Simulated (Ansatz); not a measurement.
Cs (bcc (W type), Im-3m) at seven volumes, PBE in the plane-wave PAW code Ansatz, scaled uniformly. One row is withheld.

```json
[
 {"V (Å³/atom)": "106.506", "P (GPa)": "0.21"},
 {"V (Å³/atom)": "110.018", "P (GPa)": "0.13"},
 {"V (Å³/atom)": "113.529", "P (GPa)": "0.06"},
 {"V (Å³/atom)": "117.040", "P (GPa)": "0.00"},
 {"V (Å³/atom)": "120.551", "P (GPa)": "-0.05"},
 {"V (Å³/atom)": "124.062", "P (GPa)": "-0.10"},
 {"V (Å³/atom)": "127.574", "P (GPa)": "?"}
]
```

Fit the shown pressures and predict the withheld one.

Third-order Birch–Murnaghan: P = (3/2)B₀(x^(7/2) − x^(5/2))[1 + (3/4)(B′ − 4)(x − 1)] with x = (V₀/V)^(2/3). Least squares on the six rows gives V₀ = 117.064 Å³/atom, B₀ = 1.881 GPa, B′ = 3.50. At V = 127.574, x = 0.9443 and P = -0.14 GPa. The run itself gave -0.14 GPa.

The cell was relaxed with PBE under the symmetry of its start. Scalar-relativistic: spin–orbit coupling is off unless named, which matters more the heavier the elements.

Potentials: the earlier of the program's two PAW sets.
